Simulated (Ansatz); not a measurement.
Relaxed-ion elastic tensor of Al2Au (fluorite or antifluorite type, Fm-3m) in GPa (Voigt order), plane-wave PAW PBEsol (Ansatz code); density 7.71 g/cm³, 18.02 Å³ per atom.

```
      1     2     3     4     5     6
-  ----  ----  ----  ----  ----  ----
1   153  96.1  96.1   0.0   0.0   0.0
2  96.1   153  96.1   0.0   0.0   0.0
3  96.1  96.1   153   0.0   0.0   0.0
4   0.0   0.0   0.0  52.1   0.0   0.0
5   0.0   0.0   0.0   0.0  52.1   0.0
6   0.0   0.0   0.0   0.0   0.0  52.1
```

Question: Is the crystal mechanically stable?

Answer: Yes: the smallest eigenvalue of C is 52.1 GPa.

Question: Work out the Voigt, Reuss and Hill averages.

Answer: K_V = 115, K_R = 115, K_H = 115; G_V = 42.7, G_R = 39.3, G_H = 41.0 GPa.

Question: Give Young's modulus, Poisson's ratio, Pugh's ratio and the universal anisotropy index.

Answer: E = 9KG/(3K + G) = 110 GPa; ν = 0.34; K/G = 2.81 (ductile by the Pugh limit of 1.75); A_U = 5G_V/G_R + K_V/K_R − 6 = 0.44.

Question: Estimate the sound speeds and the Debye temperature.

Answer: v_l = √((K + 4G/3)/ρ) = 4690 m/s, v_t = √(G/ρ) = 2310 m/s, mean 2590 m/s; Θ = (h/k)(3n/4πV)^(1/3) v_m = 294 K.

Question: Give the Zener ratio and Young's modulus along [100], [110] and [111].

Answer: A = 2C44/(C11 − C12) = 1.82; 1/E = S11 − 2(S11 − S12 − S44/2)Γ with Γ = 0, 1/4, 1/3 gives 79.4, 115, 136 GPa.

Symmetry was held in the PBEsol relaxation; of distortions, only those at the zone centre were tested. As this level gives no gap, shear constants depend on the k-mesh and smearing (Fermi–Dirac, 0.1 eV here). Spin–orbit coupling is left out wherever it is not named.

Potentials: the earlier of the program's two PAW sets.
